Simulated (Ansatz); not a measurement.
# Ti₃O₅: checking a database structure before trusting its electric field gradients

The cell is a Materials Project structure (computed, not necessarily an observed phase).

Space group C2/m (No. 12); a = 9.7262, b = 3.8370, c = 9.3142 Å, β = 91.16°.

| site | Wyckoff | site symmetry | x | y | z |
| --- | --- | --- | --- | --- | --- |
| Ti1 | 4i | m | 0.9437 | 0.0000 | 0.6391 |
| Ti3 | 4i | m | 0.8694 | 0.0000 | 0.9555 |
| Ti5 | 4i | m | 0.2208 | 0.0000 | 0.7368 |
| O7 | 4i | m | 0.5874 | 0.0000 | 0.3405 |
| O9 | 4i | m | 0.6736 | 0.0000 | 0.0551 |
| O11 | 4i | m | 0.8707 | 0.0000 | 0.4426 |
| O13 | 4i | m | 0.2418 | 0.0000 | 0.2436 |
| O15 | 4i | m | 0.0430 | 0.0000 | 0.8465 |

One atom of each set is listed; the run and its k-mesh use a cell of 16 atoms with edges of 5.23, 5.23, 9.31 Å.

All values are calculated (Ansatz; DFT, PBE, plane waves and PAW (field gradients read without the response of the frozen cores, which leaves them typically 4 to 6 % off), scalar-relativistic, 420 eV cutoff, Γ-centred 9×9×4 k-points, Fermi–Dirac smearing 0.05 eV), not measured.

**Question.** Do the atoms and the cell lie near the calculated equilibrium?

**Answer.** Nearly. The largest force is 0.15 eV/Å, on atom 3 (Ti: 6 O at 1.97–2.14 Å), and the pressure is 3.2 GPa.
